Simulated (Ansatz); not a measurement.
This guess for InAuC4N4 is about to be relaxed.

```cif
data_structure
_symmetry_space_group_name_H-M 'P-43m'
_symmetry_Int_Tables_number 215
_cell_length_a 5.9796
_cell_length_b 5.9796
_cell_length_c 5.9796
_cell_angle_alpha 90.000
_cell_angle_beta 90.000
_cell_angle_gamma 90.000
_cell_volume 213.81
loop_
_atom_site_label
_atom_site_type_symbol
_atom_site_symmetry_multiplicity
_atom_site_Wyckoff_symbol
_atom_site_fract_x
_atom_site_fract_y
_atom_site_fract_z
_atom_site_occupancy
In1 In 1 a 0.00000 0.00000 0.00000 1
C1 C 4 e 0.19320 0.19320 0.19320 1
Au1 Au 1 b 0.50000 0.50000 0.50000 1
N1 N 4 e 0.30617 0.30617 0.30617 1
```

These are results of DFT PBE, scalar-relativistic, plane waves, PAW in Ansatz 0.2.0, not measurements. Cutoff 420 eV, Gaussian smearing, Γ-centred meshes. Cell and atoms relax first on a coarse mesh and then on a converged one. In between, the cell is made exact in the group found at 0.06 Å. The steps can't lower the symmetry of their start. No spin polarisation.

A guess keeps its type if space group and coordination stay and the shape of the cell changes little (axis ratios within about 15 %, angles within 6°); the volume may change.

**Question.** Does this structure survive the relaxation?

**Answer.** It keeps its type. The symmetry stays P-43m (No. 215). The volume per atom grows by 21.2 %, from 21.4 to 25.9 Å³. The shortest distance goes from 1.17 Å (C–N) to 1.16 Å (C–N). Counting neighbours within 15 % of an atom's shortest distance, the start has Au 4, C 1, In 4, N 1 and the end Au 4, C 1, In 4, N 1.

The zero of energy is the elements' standard structures at the same level (N₂ as a molecule); no fitted shifts are applied.

**Question.** At what energy does it end?

**Answer.** +0.614 eV/atom. A positive value: parting into the elements would lower its energy.

The last run used a 4×4×4 mesh for its 10-atom cell and Gaussian smearing of 0.02 eV. These runs have no spin–orbit coupling, which can matter for Au. The reference form of C is held partly by dispersion forces, which this level lacks. A structure relaxed within its symmetry needn't be a true minimum.
